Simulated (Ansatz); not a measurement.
# Ansatz 0.2.0, single run: YTaP

Input:

```yaml
crystal:
  lattice:
    - [3.586798, 0.0, 0.0]
    - [0.0, 3.586798, 0.0]
    - [0.0, 0.0, 9.080501]
  atoms:
    - { symbol: "Y", position: [0.0, 0.5, 0.9] }
    - { symbol: "Y", position: [0.5, 0.0, 0.1] }
    - { symbol: Ta, position: [0.0, 0.5, 0.335] }
    - { symbol: Ta, position: [0.5, 0.0, 0.665] }
    - { symbol: P, position: [0.0, 0.5, 0.617] }
    - { symbol: P, position: [0.5, 0.0, 0.383] }
  symmetry: { tolerance: 0.0003 }
kpoints:
  mp_grid: { grid: [5, 5, 2], shift: [0, 0, 0] }
magnetization:
  spin_polarized: false
scf:
  occupations: { method: gaussian, width: 0.0157 }
hamiltonian:
  pseudopotentials: { kind: paw }
  xc: r2scan
  hubbard: { sites: [{ species: "Y", l: d, u_eff: 5.0 }], double_counting: fll }
basis:
  ecutwfc: 500
output:
  forces: true
  stress: true
  eigenvalues: true
```

Launch command:

```bash
ansatz run input.yaml --threads 1 --pin off --max-ram 2560MiB --backend cpu --events-out ev --progress --plain --runs-dir out
```

Origin of the cell: a known structure type with other elements, at an estimated volume, so it need not be a known compound.

Output (shortened):

```
Y: projections on atomic orbitals take those of the free atom [Ar 3d10] 4s2 4p6 4d1 5s2, of charge +0.00 (hamiltonian.pseudopotentials.projection_atoms); the dataset's partial waves leave at […]
Ta: projections on atomic orbitals take those of the free atom [Kr 4d10 4f14] 5s2 5p6 5d3 6s2, of charge +0.00 (hamiltonian.pseudopotentials.projection_atoms); the dataset's partial waves lea […]
P: projections on atomic orbitals take those of the free atom [Ne] 3s2 3p3, of charge +0.00 (hamiltonian.pseudopotentials.projection_atoms); the dataset's partial waves leave at most 1.0e-7 o […]
Pseudopotentials: kind: paw
Pseudopotential: Y, paw, valence charge 11, recommended cutoff 500 eV (meta_gga), Y.paw.azcp
Pseudopotential: Ta, paw, valence charge 13, recommended cutoff 500 eV (meta_gga), Ta.paw.azcp
Pseudopotential: P, paw, valence charge 5, recommended cutoff 500 eV (meta_gga), P.paw.azcp
Functional definition: r2SCAN
  exchange = r2scan_x(k0 = k0, k1 = k1, a1 = a1)
  correlation = r2scan_c
Crystal: 6 atoms, lattice volume = 116.822 Å³
[… 14 lines left out …]
Initial density: superposition of atomic densities (chi_scale 0.1, normalization cell, long waves of neutral atoms under a Hubbard term (reshape's long-wave potential 0.83 eV rms, cloud 2.97 Å wide))
Functional: x = r2scan, c = r2scan; τ floored in thin density (d = 2e-4 eV/Å³)
SCF iter   1: F=—  HF=-29120.869742 eV  Δρ=6.01e-2  dr2=4.21e1  dr2_τ=3.39e-1
SCF iter   2: F=—  HF=-29118.726742 eV  Δρ=2.52e-2  dr2=2.08e0  dr2_τ=5.53e-1  defer=15
SCF iter   3: F=—  HF=-29118.928678 eV  Δρ=1.49e-2  dr2=7.06e-1  dr2_τ=1.48e-2  defer=11
SCF iter   4: F=—  HF=-29119.020388 eV  Δρ=6.99e-3  dr2=9.70e-2  dr2_τ=8.98e-3  defer=15
SCF iter   5: F=—  HF=-29119.025568 eV  Δρ=2.08e-3  dr2=7.35e-3  dr2_τ=4.10e-4  defer=15
SCF iter   6: F=—  HF=-29119.027268 eV  Δρ=6.96e-4  dr2=8.58e-4  dr2_τ=2.47e-5  defer=15
SCF iter   7: F=—  HF=-29119.027437 eV  Δρ=2.32e-4  dr2=2.97e-4  dr2_τ=3.23e-6  defer=15
SCF iter   8: F=—  HF=-29119.027440 eV  Δρ=6.32e-5  dr2=1.86e-5  dr2_τ=3.20e-7  defer=15
SCF iter   9: F=—  HF=-29119.027445 eV  Δρ=1.71e-5  dr2=1.78e-6  dr2_τ=2.11e-8  defer=15
SCF iter  10: F=-29119.027445 eV  HF=-29119.027445 eV  Δρ=1.89e-6  dr2=3.42e-9  dr2_τ=3.75e-10
SCF 1 converged in 10 iterations: F = -29119.027445 eV  dr2 = 3.42e-9
SCF converged after 10 iterations
Free energy (F): -29119.027445 eV
Harris-Foulkes:  -29119.027445 eV  (|F-HF|=6.95e-10)
Internal energy: -29119.026316 eV  (E = F + TS)
E sigma→0 (E₀):  -29119.026881 eV
Entropy (-TS):   -0.001129 eV (-0.188 meV/atom)
Fermi energy:    14.509559 eV
--- Per-component energies (eV) ---
  E_band       = -451.032440
  E_kinetic    = 1499.258915
  E_local      = -2551.884932  (includes V_loc(G=0)·N_el)
  E_nonlocal   = 195.940074
  E_hartree    = 865.216571
  E_xc         = -867.903459
  E_vxc        = -1026.951457  (∫ρ·V_xc dr)
  E_hubbard    = 8.333964  (on-site DFT+U / exact-exchange correction)
  E_vhub       = 5.676752  (the Hubbard potential's part of the band-sum identity)
  E_paw        = -23681.166818  (= ΣΔE_a)
  E_vpaw       = -356.033909  (= ΣTr[D̂ρ^β])
  E_aug_tail   = 0.000170  (compensation charges beyond the density's cutoff)
  E_vtau       = 52.529173  (kinetic-family band-sum trace: ∫τ·v_τ [+ j·A + Jᵃ·Aᵃ] dr)
  E_ewald      = -4584.818650
  E_core_change = -2.002152  (= ΣΔE_core)
  E_smearing   = -0.001129  (= −TS)
  Σ components = -29119.027445   (vs F -29119.027445, Δ=0.00e0)
--- Forces (eV/Å), atoms counted from 1 ---
  atom   1  Y      0.000000     0.000000     0.255111
  atom   2  Y     -0.000000     0.000000    -0.255111
  atom   3  Ta     0.000000     0.000000     0.472920
  atom   4  Ta     0.000000     0.000000    -0.472920
  atom   5  P      0.000000     0.000000    -1.505325
  atom   6  P      0.000000     0.000000     1.505325
  max |Σ_I F_I| component: 0.00e0 eV/Å
--- Stress (GPa, compression-positive) ---
        6.448466       0.000000       0.000000
        0.000000       6.448466       0.000000
        0.000000       0.000000      19.341864
  P = ⅓ Tr σ = 10.7463 GPa (107.463 kbar)
Occupation matrices written to <dir>
```

Caveats: no moments, though an odd count or open d shells may carry them; no spin-orbit coupling, though heavy elements are present; the k mesh is coarse if the cell is a metal.

The run took 11 s on 1 thread of Arm Neoverse V2, with other jobs on the host, peak memory 0.67 GiB, from the program's own first density.
